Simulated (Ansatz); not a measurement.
Total density of states per atom from DFT-PBE in the program Ansatz with PAW potentials, in 0.25 eV bins, energy from the valence-band maximum:

```
E (eV) | states/eV/atom
    -5.47 |  0.00
    -5.22 | #################### 0.87
    -4.97 | ########### 0.47
    -4.72 | ###################### 0.98
    -4.47 | ################## 0.77
    -4.22 | ############## 0.60
    -3.97 | ############### 0.68
    -3.72 | ############## 0.63
    -3.47 | ################ 0.70
    -3.22 | ################## 0.81
    -2.97 | ##################### 0.91
    -2.72 | ##################### 0.92
    -2.47 | ####################### 1.01
    -2.22 | ################# 0.75
    -1.97 | #################### 0.88
    -1.72 | ######################## 1.05
    -1.47 | ############################## 1.31
    -1.22 | ################ 0.70
    -0.97 | ########################### 1.18
    -0.72 | ################### 0.82
    -0.47 | ############# 0.58
    -0.22 | ########### 0.49
     0.03 | # 0.05
     0.28 |  0.00
     0.53 |  0.00
     0.78 |  0.00
     1.03 |  0.00
     1.28 |  0.00
     1.53 |  0.00
     1.78 |  0.00
     2.03 |  0.00
     2.28 |  0.00
     2.53 | # 0.04
     2.78 | ####### 0.31
     3.03 | ################ 0.72
     3.28 | ######### 0.39
     3.53 | ####### 0.32
     3.78 | ######### 0.39
     4.03 | ############## 0.59
     4.28 | ##################### 0.90
     4.53 | ################## 0.78
     4.78 | ################## 0.78
     5.03 | ################# 0.76
     5.28 | ############ 0.54
     5.53 | ####### 0.32
     5.78 | #### 0.19
     6.03 | ####### 0.33
     6.28 | ####### 0.32
     6.53 | ######## 0.33
     6.78 | ####### 0.31
     7.03 | ######## 0.37
```

Problem. Which compound is it?
A) Sr3Sn2O7, I4/mmm (Pearson symbol tI24)
B) Nb2O5, Pmmn (Nb on 4e, O on 2a, O on 4e, O on 4e)
C) VO2, rutile
D) HfSiO4, I4_1/amd (Hf on 4a, Si on 4b, O on 16h)

Solution. B, Nb2O5, Pmmn (Nb on 4e, O on 2a, O on 4e, O on 4e). Top 1 eV of the valence band: O 2p 96 %. Bottom 1 eV of the conduction band: Nb 4d 82 %, O 2p 14 %. Projections are on Löwdin-orthogonalised atomic valence shells; empty p or d shells of many metals are not among them.

The start of the workflow was typed in or built on a structure type; neither database checked (COD, Materials Project) lists it. COD files the formula under space group No. 3, 15, 139. Its standing as an ambient phase is unchecked. Symmetry was held in the PBE relaxation; whether a distortion lowers the energy is not shown. The workflow began spin-polarised and lost its moments. Scalar-relativistic: spin–orbit coupling is off unless named, which matters more the heavier the elements.

Potentials: the earlier of the program's two PAW sets.
